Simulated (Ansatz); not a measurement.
## Structure relaxation, WS2

The start is a randomly generated symmetric cell of WS2 (space group No. 38). A full variable-cell relaxation at zero pressure is run with r2SCAN (plane waves to 500 eV, PAW, scalar-relativistic; Ansatz, a program for electronic structure). The first steps use a coarse 5×7×7 k-mesh.

Input geometry:
```yaml
crystal:
  lattice:
    - [4.96924, 0.00000, 0.00000]
    - [0.00000, 2.84661, 2.29293]
    - [0.00000, -2.84661, 2.29293]
  atoms:
    - { symbol: S, position: [0.00000, 0.28935, 0.28935] }
    - { symbol: S, position: [0.50000, 0.05522, 0.05522] }
    - { symbol: W, position: [0.50000, 0.60963, 0.60963] }
```

Problem. How large is the pressure on the unrelaxed cell, and of which sign?

Solution. -6 GPa (negative: the cell is under tension).

Problem. What symmetry does the relaxed structure have?

Solution. The space group goes from Amm2 (No. 38) to P4/mmm (No. 123), with 3 atoms in the primitive cell.

Problem. How much energy is released per atom?

Solution. 1.26 eV/atom.

Problem. How does the volume per atom move from start to end?

Solution. -15.3 %, from 21.62 to 18.31 Å³/atom.

Problem. How do the shortest distances between atoms change?

Solution. The closest pairs of elements (up to four, under 3.6 Å), start → end: S–W 2.04 → 2.30 Å; S–S 2.71 → 3.36 Å; W–W 3.66 → 3.46 Å.

Problem. What band gap does the relaxed structure have at this level?

Solution. No gap (metallic).

Problem. Write out the relaxed structure.

Solution. 
Space group P4/mmm (No. 123); a = 3.4570 Å, b = 3.4570 Å, c = 4.5968 Å, α = 90.00°, β = 90.00°, γ = 90.00°

```tsv
atom	site	symmetry	x	y	z
S	1a	4/mmm	0.0000	0.0000	0.0000
S	1d	4/mmm	0.5000	0.5000	0.5000
W	1b	4/mmm	0.0000	0.0000	0.5000
```

Final values are on a 13×13×10 k-mesh of the relaxed cell. No spin polarisation in the result.

The run could not lose the symmetry of its start: the end is stationary, and may be a saddle point rather than a minimum.

The relaxed structure here is a generated cell of WS2: the first start was made by a random draw of sites in a space group, and the end was not matched to a known phase here, so it may be hypothetical. Known forms of WS2 include space group No. 194.
